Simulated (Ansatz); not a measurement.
Theory: Ansatz 0.2.0, DFT PBE, scalar-relativistic, plane waves, PAW. All cells share a 420 eV cutoff and Γ-centred k meshes spaced at most about 0.3 Å⁻¹ (about 0.25 or finer for metals, 2π included). No spin polarisation in the final relaxations.

Temperature and zero-point effects are left out. All come from trial cells, and lower structures may exist.

Question: Order these relaxed structures of IrRh4 by energy, lowest first, with the energy over the lowest of them.
A.

Space group I4/m (No. 87). a = 6.067 Å, b = 6.067 Å, c = 3.835 Å, α = 90.00°, β = 90.00°, γ = 90.00°
```tsv
atom	site	symmetry	x	y	z
Ir	2a	4/m..	0.0000	0.0000	0.0000
Rh	8h	m..	0.1013	0.7007	0.5000
```

B.

Space group P6_3/mmc (No. 194). a = 2.731 Å, b = 2.731 Å, c = 21.973 Å, α = 90.00°, β = 90.00°, γ = 120.00°
```json
{"atom": "Ir", "site": "2d", "symmetry": "-6m2", "x": "0.3333", "y": "0.6667", "z": "0.7500"}
{"atom": "Rh", "site": "4f", "symmetry": "3m.", "x": "0.3333", "y": "0.6667", "z": "0.9503"}
{"atom": "Rh", "site": "4f", "symmetry": "3m.", "x": "0.3333", "y": "0.6667", "z": "0.1500"}
```

Answer: A (0 meV/atom), B (49 meV/atom). Forms: A Ir and Rh ordered on fcc sites, I4/m; B Ir and Rh ordered on hcp sites, P6_3/mmc. Counting all near atoms (those within 1.25 times the shortest distance at each site): A has Ir 12, Rh 12; B has Ir 12, Rh 12.

Spin–orbit coupling, which can matter for Ir, is left out. Cells relaxed within their symmetry can be saddle points. Some types were kept out of the candidates beforehand, so the set may lack a known form.
